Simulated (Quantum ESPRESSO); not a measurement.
# Convergence of NMR parameters in BaF$_{2}$

```xyz
3
Lattice="0.0000 3.1129 3.1129 3.1129 0.0000 3.1129 3.1129 3.1129 0.0000" Properties=species:S:1:pos:R:3 pbc="T T T"
Ba     0.0000     0.0000     0.0000
F      1.5564     1.5564     1.5564
F      4.6693     4.6693     4.6693
```
The geometry is a computed Materials Project entry, not a measured one. It is BaF2 in Fm-3m. Stability against distortions was not tested.

Method: σ by PBE GIPAW (a modified build of Quantum ESPRESSO, JTH PAW datasets). The cutoff rises from row to row, with the meshes as listed. Costs are rough, from a shared machine. Shieldings are absolute and leave out the bulk-susceptibility term; a larger σ means a smaller chemical shift. Spin–orbit coupling is left out; its weight grows with the heaviest atom, Ba here. The structure is static (0 K, no zero-point motion).

```csv
setting,cutoff (Ha),k-mesh
A,15.5,4×4×4 through Γ
B,17.5,3×3×3 shifted
C,22.5,4×4×4 shifted
D,32.5,6×6×6 shifted
```

**Question.** From which setting on does σ_iso F (ppm) stay within 5 of the tightest run?

**Answer.** From A on. Differences from the tightest run: A 3.1, B 1.4, C -0.4.

```
setting  cutoff (Ha)           k-mesh  σ_iso Ba (ppm)  σ_iso F (ppm)  f-sum rule missed by (%)  rough cost ratio
-------  -----------  ---------------  --------------  -------------  ------------------------  ----------------
A               15.5  4×4×4 through Γ          5251.2          148.9                      0.17           about 1
B               17.5    3×3×3 shifted          5250.4          147.2                      0.07               0.5
C               22.5    4×4×4 shifted          5247.8          145.4                      0.00           about 1
D               32.5    6×6×6 shifted          5248.7          145.8                      0.00                 9
```
